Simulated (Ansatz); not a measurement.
A surface is cut from this relaxed crystal of Ru:

```xyz
2
Lattice="2.6739 0.0000 0.0000 -1.3369 2.3157 0.0000 0.0000 0.0000 4.2264" Properties=species:S:1:pos:R:3 pbc="T T T"
Ru    0.0000    1.5438    1.0566
Ru    1.3369    0.7719    3.1698
```

Miller indices refer to the conventional cell of P6_3/mmc (No. 194), a = 2.674 Å, b = 2.674 Å, c = 4.226 Å, α = 90.00°, β = 90.00°, γ = 120.00°.

The (001) slab of 6 planes, 10.6 Å thick with 15 Å of vacuum as cut; outer planes Ru (top) and Ru (bottom).

Computed with DFT LDA, scalar-relativistic, plane waves, PAW (Ansatz). Plane waves to 420 eV, a k mesh through Γ of 15×15×1 on the computed 6-atom cell and Gaussian smearing (0.10 eV); no spin polarisation. The cell repeats along c with a dipole correction in the vacuum.

Results for the relaxed slab:

```json
{
  "Surface energy (mean of both faces)": "3.18 J/m²",
  "Work function": "5.40 eV"
}
```

Relaxation lowers the energy by 0.110 J/m² a face; the largest move is 0.073 Å.

```tsv
plane (bottom to top)	atoms	spacing to next, bulk (Å)	relaxed (Å)	change (%)
1	Ru	2.113	2.029	-4.0
2	Ru	2.113	2.108	-0.3
3	Ru	2.113	2.145	+1.5
4	Ru	2.113	2.108	-0.3
5	Ru	2.113	2.029	-4.0
6	Ru
```